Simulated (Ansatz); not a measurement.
Given:

Te$_{2}$W:
```cif
data_Te4W2
_chemical_formula_sum 'Te4 W2'
_space_group_name_H-M_alt 'P 1'
_space_group_IT_number 1
_cell_length_a 3.47541
_cell_length_b 3.47541
_cell_length_c 13.83177
_cell_angle_alpha 90.000
_cell_angle_beta 90.000
_cell_angle_gamma 120.000
loop_
_space_group_symop_operation_xyz
  'x, y, z'
loop_
_atom_site_label
_atom_site_type_symbol
_atom_site_fract_x
_atom_site_fract_y
_atom_site_fract_z
_atom_site_occupancy
Te1 Te 0.33333 0.66667 0.88041 1
Te2 Te 0.66667 0.33333 0.11959 1
Te3 Te 0.66667 0.33333 0.38041 1
Te4 Te 0.33333 0.66667 0.61959 1
W1 W 0.33333 0.66667 0.25000 1
W2 W 0.66667 0.33333 0.75000 1
```

This is the LDA-relaxed structure.

Question: All from DFT-LDA in the program Ansatz with PAW potentials, unless another level is named. Give the smallest direct gap on the standard path.

Answer: 1.09 eV.

Question: And the hole effective mass with spin–orbit coupling?

Answer: 0.33, 0.33, 0.65 mₑ (principal values).

Question: And the electron effective mass with spin–orbit coupling?

Answer: 0.31, 0.38, 0.50 mₑ (principal values).

Question: What about the electron effective mass?

Answer: 0.32, 0.36, 0.51 mₑ (principal values).

Question: Next, the gap with spin–orbit coupling?

Answer: 0.60 eV.

Question: And the valence-band maximum?

Answer: at K.

Space group P6_3/mmc. The workflow started from a Materials Project entry (that database holds measured and hypothetical structures alike); the Crystallography Open Database copy checked does not list it. COD files the formula under space group No. 31, so this cell is another polymorph or a model. Whether it is the stable phase at ambient conditions was not checked. The cell was relaxed with LDA under the symmetry of its start; whether a distortion lowers the energy is not shown. No spin polarisation was allowed. A crystal of weakly bound layers computed without a dispersion correction: the cell and the soft elastic constants depend strongly on that. Spin–orbit coupling is left out wherever it is not named.

Potentials: the later of the program's two PAW sets.
